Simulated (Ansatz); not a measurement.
A geometry of SnTe away from equilibrium: the start of the relaxation of a relaxed SnTe cell with one Te and one Sn atom exchanged in a cell of 4 atoms. Computed with r2SCAN (plane waves to 500 eV, PAW, scalar-relativistic; Ansatz, an electronic-structure program). Γ-centred k-mesh 3×6×6 on the run's cell (coarser than for final values), Fermi–Dirac smearing 0.05 eV.

```xyz
4
Lattice="0.0000 6.3712 6.3712 3.1856 0.0000 3.1856 3.1856 3.1856 0.0000" Properties=species:S:1:pos:R:3:forces:R:3 pbc="T T T" free_energy=-26067.258 pressure_GPa=-1.8
Sn     0.0000     0.0000     0.0000    0.5128   -0.5128   -0.5128
Te     0.0000     3.1856     3.1856    1.0230   -1.0230   -1.0230
Sn     3.1856     3.1856     3.1856   -0.5128    0.5128    0.5128
Te     3.1856     6.3712     6.3712   -1.0230    1.0230    1.0230
```

Positions in Å, forces in eV/Å, free energy of the cell in eV (comparable only within this code, potentials and settings). Largest force: 1.77 eV/Å, on Te2, Te4 (atoms numbered as listed); the geometry lies 0.25 eV/atom above the end of its relaxation.

No spin polarisation in the result. No dispersion correction is included, so spacings between layers, chains or molecules are soft and tend to come out too large.

The run could not lose the symmetry of its start, so the end can be a saddle point.

The end of the path is a generated cell of SnTe: the first start was made by placing the elements on the sites of a structure type, and the end was not matched to a known phase here, so it may be hypothetical. Known forms of SnTe include space group No. 225.
